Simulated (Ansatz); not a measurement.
Consider the following.

VSi2:
Space group P6₂22 (No. 180); a = 4.4908 Å, b = 4.4908 Å, c = 6.2767 Å, α = 90.00°, β = 90.00°, γ = 120.00°

| atom | site | symmetry | x | y | z |
|---|---|---|---|---|---|
| V | 3d | 222 | 0.5000 | 0.0000 | 0.5000 |
| Si | 6j | ..2 | 0.3266 | 0.1633 | 0.1667 |

This is the LDA-relaxed structure.

### Question
All from LDA (plane waves, PAW; program Ansatz), unless another level is named. Predict the highest zone-centre frequency.

### Answer
437 cm⁻¹.

### Question
Predict the Poisson's ratio.

### Answer
0.17.

Space group P6_222. The LDA relaxation kept the symmetry of its start. The run is not spin-polarised. As this level gives no gap, phonon frequencies hold no LO–TO term and depend on the k-mesh and smearing (Fermi–Dirac, 0.1 eV here).

Potentials: the later of the program's two PAW sets.
